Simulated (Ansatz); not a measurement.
V2N3 (P-3m1): electronic heat capacity from the density of states

These are results of DFT r2SCAN, scalar-relativistic, plane waves, PAW (Ansatz 0.2.0), not measurements.

Settings: cutoff 500 eV, Γ-centred mesh 12×12×6 on the computed 5-atom cell, Gaussian smearing of 0.10 eV; collinear spin from starting moments 0.42 0.42 0 0 0 μB.

Relaxed cell: P-3m1, a = 2.806 Å, b = 2.806 Å, c = 6.218 Å, α = 90.00°, β = 90.00°, γ = 120.00°, 5 atoms in the primitive cell. Whether it is the stable form of this composition wasn't checked.

The density of states at the Fermi level is 1.134 states/eV in the cell of 5 atoms (1 formula unit; both spins, tetrahedra on a 18×18×9 mesh). The run ends with a moment of 0.96 μB a cell (largest on a site 0.38 μB), and the figure is for this state; a paramagnetic sample can have a quite different one. Another magnetic order, if the compound takes it, can change N(E_F) and the shape of the cell a good deal, and may open a gap, where γ is close to zero.

What Sommerfeld coefficient does this give?

Per formula unit N(E_F) = 1.134 states/eV. γ = (π²/3) k_B² N(E_F) N_A = 2.357 mJ/(mol K²) per state/eV, so γ = 2.7 mJ/(mol K²), a mole of formula units. This is the bare band result: a measured γ of the same phase and magnetic order is as a rule larger by a factor 1 + λ from phonons and spin fluctuations. N(E_F) at one energy is sensitive to the mesh where the density of states has sharp peaks.

The state reached may not be the lowest one. Moments started parallel, and an antiferromagnetic order may lie lower.

Only this magnetic start was tried.